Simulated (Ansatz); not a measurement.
Space group P6/mmm (No. 191). a = 3.096 Å, b = 3.096 Å, c = 3.288 Å, α = 90.00°, β = 90.00°, γ = 120.00°
```json
{"atom": "Nb", "site": "1a", "symmetry": "6/mmm", "x": "0.0000", "y": "0.0000", "z": "0.0000"}
{"atom": "B", "site": "2d", "symmetry": "-6m2", "x": "0.3333", "y": "0.6667", "z": "0.5000"}
```

Equation of state of this NbB₂ structure (not necessarily the ground state), with shape and atoms relaxed at each volume where symmetry leaves them free. It has no gap at any of these volumes. Theory: DFT PBEsol, scalar-relativistic, plane waves, PAW in Ansatz 0.2.0.

Settings: cutoff 420 eV, Γ-centred mesh 18×18×14 on the computed 3-atom cell, Gaussian smearing of 0.10 eV; no spin polarisation.

```json
{"V (Å³/atom)": "8.007", "E − E(largest V) (meV/atom)": "79.14", "P (GPa)": "49.67"}
{"V (Å³/atom)": "8.280", "E − E(largest V) (meV/atom)": "8.01", "P (GPa)": "34.28"}
{"V (Å³/atom)": "8.553", "E − E(largest V) (meV/atom)": "-38.81", "P (GPa)": "21.08"}
{"V (Å³/atom)": "8.826", "E − E(largest V) (meV/atom)": "-64.79", "P (GPa)": "9.75"}
{"V (Å³/atom)": "9.099", "E − E(largest V) (meV/atom)": "-72.85", "P (GPa)": "0.00"}
{"V (Å³/atom)": "9.372", "E − E(largest V) (meV/atom)": "-65.50", "P (GPa)": "-8.39"}
{"V (Å³/atom)": "9.645", "E − E(largest V) (meV/atom)": "-44.91", "P (GPa)": "-15.59"}
{"V (Å³/atom)": "10.008", "E − E(largest V) (meV/atom)": "0.00", "P (GPa)": "-23.65"}
```

Fit a third-order Birch–Murnaghan equation to E(V).

V0 = 9.10 Å³/atom, B0 = 301 GPa, B0' = 4.0.

Cost: 8 runs of about 2.4 core-minutes in all, on Arm Neoverse V2 (shared hosts).